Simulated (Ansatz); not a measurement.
Ca:
```yaml
crystal:
  lattice:
    - [-2.21319, 2.21319, 2.06124]
    - [2.21319, -2.21319, 2.06124]
    - [2.21319, 2.21319, -2.06124]
  atoms:
    - { symbol: Ca, position: [0.50000, 0.50000, 0.00000] }
```

This is the PBEsol-relaxed structure. x, y and z are the axes in which the lattice vectors are written.

**Question.** All from PBEsol in the plane-wave PAW code Ansatz, unless another level is named. Estimate the bulk modulus (Birch–Murnaghan fit).

**Answer.** 17.0 GPa.

**Question.** Give the elastic constants (relaxed ions, GPa).

**Answer.** C11 = 16.9, C12 = 20.4, C13 = 15.3, C33 = 23.2, C44 = 14.9, C66 = 18.8.

Space group I4/mmm (body-centred tetragonal). The first step of the workflow began from a Materials Project structure, measured or hypothetical; the Crystallography Open Database copy checked does not list it. It is not the phase usual at ambient conditions (space group No. 225). The PBEsol relaxation kept the symmetry of its start. At this level the phase is mechanically unstable. As this level gives no gap, shear constants depend on the k-mesh and smearing (Fermi–Dirac, 0.1 eV here).

Potentials: the earlier of the program's two PAW sets. The files were generated under PBE; for other functionals the program regenerates the frozen cores, and for LDA and PBEsol the local potential too.
